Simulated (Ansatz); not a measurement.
GaN in space group I4mm (No. 107; Ga on 2a, N on 2a), r²SCAN (plane waves, PAW; program Ansatz). The conduction-band minimum lies at X, with 2 equivalent valleys. Second derivatives d²E/dk² of the lowest band at one valley (eV·Å²), along Cartesian directions:

```csv
direction,d²E/dk²
[100],27.11
[010],27.11
[001],24.64
[110],23.59
[101],25.87
[011],25.87
```

Q: Find the principal effective masses, the density-of-states mass and the conductivity mass.

A: Off-diagonal terms follow from H_xy = H[110] − (H_xx + H_yy)/2, and m*/mₑ = 7.620 eV·Å² over each eigenvalue: 0.25, 0.31, 0.32. One valley's DOS mass (m₁m₂m₃)^(1/3) = 0.29, conductivity mass 3/(Σ 1/mᵢ) = 0.29 mₑ.

Q: What effective density of states Nc follows at 300 K for parabolic valleys?

A: Nc = 2.509e19 × 2 × (0.29)^(3/2) ≈ 7.8e18 cm⁻³.

Q: With the computed static dielectric constant 26.3 (mean of the diagonal), estimate a hydrogenic donor's binding energy and radius.

A: E = 13.606 eV × 0.29/26.3² ≈ 5.7 meV; a = 0.529 Å × ε/m* ≈ 48 Å. Semilocal masses tend to be too small where the gap is.

The first step of the workflow began from a Materials Project structure, measured or hypothetical; the Crystallography Open Database copy checked does not list it. It is not the phase usual at ambient conditions (space group No. 186, 216). Symmetry was held in the r²SCAN relaxation; of distortions, only those at the zone centre were tested. Spin–orbit coupling is left out wherever it is not named.

Potentials: the earlier of the program's two PAW sets.
